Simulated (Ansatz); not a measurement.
# Relaxing yttrium (dhcp)

Theory: DFT, m-r2SCAN, plane waves (500 eV) with PAW, scalar-relativistic (Ansatz 0.2.0). The PAW files were generated under PBE, with cores re-solved for the functional.

k-point mesh 10×10×3, Fermi-Dirac smearing 0.05 eV, starting moments 1.00 ×4 μB. Cell and atoms relax.

Starting structure:

```yaml
crystal:
  lattice:
    - [3.600754646, 0.0, 0.0]
    - [-1.800377323, 3.1183449962, 0.0]
    - [0.0, 0.0, 11.7600646738]
  atoms:
    - { symbol: "Y", position: [0.0, 0.0, 0.0], spin: 1.0 }
    - { symbol: "Y", position: [0.0, 0.0, 0.5], spin: 1.0 }
    - { symbol: "Y", position: [0.3333333333, 0.6666666667, 0.25], spin: 1.0 }
    - { symbol: "Y", position: [0.6666666667, 0.3333333333, 0.75], spin: 1.0 }
hamiltonian:
  xc: mr2scan
  pseudopotentials:
    kind: paw
    azcp:
      "Y": "pseudopotentials/Y.paw.azcp"
basis:
  ecutwfc: 500
  fft_grid_basis: typed
kpoints:
  mp_grid: { grid: [10, 10, 3], shift: [0, 0, 0] }
magnetization:
  spin_polarized: true
scf:
  occupations: { method: fermi_dirac, width: 0.05 }
relax:
  max_steps: 60
  f_tol: 0.01
  cell: {}
```

What cell does the relaxation end in?

P6_3/mmc (spin ignored) with a = 3.636 Å, c = 11.620 Å (c/a = 3.196); 33.26 Å³ per atom against 33.01 at the start (0.7 %).

How much energy does the relaxation gain?

1.9 meV per atom.

Path of the relaxation (the plane waves are chosen anew near the end, which can shift the energy a little):

```csv
step,E − E(final) (meV/atom),V (Å³/atom),P (GPa),max force (eV/Å)
0,1.92,33.012,0.27,0.000
1,0.17,33.258,0.01,0.000
2,0.04,33.257,0.01,0.000
3,0.00,33.257,0.02,0.000
```

Which magnetic state does it end in?

ferromagnetic, net 0.15 μB per atom; moments 0.09 ×2, 0.07 ×2 μB.

m-r²SCAN is r²SCAN on the gauge-invariant kinetic-energy density; without spin polarisation the two are equal.
